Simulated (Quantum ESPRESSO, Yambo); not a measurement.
At a photon energy of 9.12 eV, RPA with local fields on PBEsol bands shifted by a G0W0 scissor of 2.71 eV (Quantum ESPRESSO and Yambo; 4×4×4 mesh, 89 bands, 3 Ry local-field block, 0.2 eV broadening) gives ε = 3.35 + 1.31i for KPSO3H2 (space group Cm, No. 8), field along x. Axes are Cartesian, with cell vectors (Å) (3.29, -3.19, 0.00), (3.29, 3.19, 0.00), (-1.89, 0.00, 5.71).

**Question.** Work out n, κ, the normal-incidence reflectivity, the absorption coefficient and the penetration depth.

**Answer.** 
|ε| = 3.60; n = √((|ε| + ε1)/2) = 1.86, κ = √((|ε| − ε1)/2) = 0.35. R = ((n − 1)² + κ²)/((n + 1)² + κ²) = 0.10. α = 2Eκ/(ħc) with ħc = 197.327 eV nm: 0.0325 per nm = 3.2 × 10⁵ per cm, a 1/e depth of 31 nm. The computed direct gap is 7.17 eV, and the energy scale of the real crystal may differ from it. Excitonic effects are left out, and values at one energy depend on mesh and broadening. The scissor comes from a G0W0 run whose convergence isn't established. Convergence of the RPA response with its 4×4×4 mesh was not tested.

Geometry of the Materials Project entry, not relaxed at this level; primitive cell a = b = 4.5821 Å, c = 6.0170 Å, α = β = 103.05°, γ = 88.15°.
